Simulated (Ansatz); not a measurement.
The cell of CsMg₂Br₂ is invented: random cell by space group and Wyckoff sites (P6/mmm, No. 191). Lengths were set from tabulated atomic sizes, so they are only a guess.

```yaml
crystal:
  lattice:
    - [5.93438, 0.00000, 0.00000]
    - [-2.96719, 5.13932, 0.00000]
    - [0.00000, 0.00000, 5.22106]
  atoms:
    - { symbol: Cs, position: [0.00000, 0.00000, 0.50000] }
    - { symbol: Mg, position: [0.33333, 0.66667, 0.50000] }
    - { symbol: Mg, position: [0.66667, 0.33333, 0.50000] }
    - { symbol: Br, position: [0.33333, 0.66667, 0.00000] }
    - { symbol: Br, position: [0.66667, 0.33333, 0.00000] }
```

Level of theory: DFT PBE, scalar-relativistic, plane waves, PAW (Ansatz 0.2.0). Cutoff 420 eV, Gaussian smearing, Γ-centred meshes. Cell and atoms relax first on a coarse mesh and then on a finer one. In between, the cell is made exact in the group found at 0.06 Å. In metals the finer mesh still leaves noise of several meV/atom or more. The steps can't lower the symmetry of their start. No spin polarisation.

A guess keeps its type if space group and coordination stay and the shape of the cell changes little (axis ratios within about 15 %, angles within 6°); the volume may change.

Task: Will the relaxed cell still be of the starting type?

Result: It keeps its type. The symmetry stays P6/mmm (No. 191). The volume per atom grows by 38.6 %, from 31.8 to 44.1 Å³. The shortest distance goes from 2.61 Å (Mg–Br) to 2.70 Å (Mg–Br). The ratio c/a of the conventional cell changes by a factor of 0.90. Counting neighbours within 15 % of an atom's shortest distance, the start has Br 2, Cs 6, Mg 2 and the end Br 2, Cs 6, Mg 2.

The zero of energy is the elements' standard structures at the same level; no fitted shifts are applied. The references include crystalline Br.

Task: At what energy does it end?

Result: −0.51 eV/atom. Whether it is stable depends on the other phases of the system, which aren't compared here.

The last run used a 6×6×8 mesh (in the run's order of axes) for its 5-atom cell and Gaussian smearing of 0.10 eV. An odd number of electrons in the primitive cell allows no gap without spin; a larger cell or a magnetic state could open one. The reference form of Br is held partly by dispersion forces, which this level lacks. Symmetry constrained the relaxation, so the result can be a saddle point.
